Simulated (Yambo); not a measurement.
BaO (NiAs type, space group P6_3/mmc, No. 194): a test of whether the lowest BSE state is resolved, against the k mesh (Yambo, LDA bands; otherwise 6 valence and 7 conduction bands, static screening with 46 bands and a 4 Ry block, scissor 1.25 eV, Tamm-Dancoff).

```
k mesh  direct gap (eV)  lowest state (eV)  difference (eV)  k points taking part  rough cost
------  ---------------  -----------------  ---------------  --------------------  ----------
3×3×2              4.11               3.33             0.78                   6.2  about 1/70
6×6×2              3.64               3.17             0.48                   3.7  about 1/10
6×6×4              3.64               3.26             0.39                   3.5   about 1/4
9×9×4              3.71               3.35             0.37                   8.4           1
```

The last step moves the difference by 0.02 eV. Even the densest mesh doesn't resolve the state: none of these energies is a result, and the difference is no binding energy.

The meshes don't all hold the same k points, as the direct gap shows, so the steps mix sampling with density. These are vertical excitations (zero momentum). The scissor comes from a G0W0 run whose convergence isn't established; costs are rough.

Geometry relaxed with LDA; primitive cell a = 3.700 Å, b = 3.700 Å, c = 6.466 Å, α = 90.00°, β = 90.00°, γ = 120.00°.

This is not the ordinary phase of the substance; no match was found in the copy of COD used, and its stability was not checked.
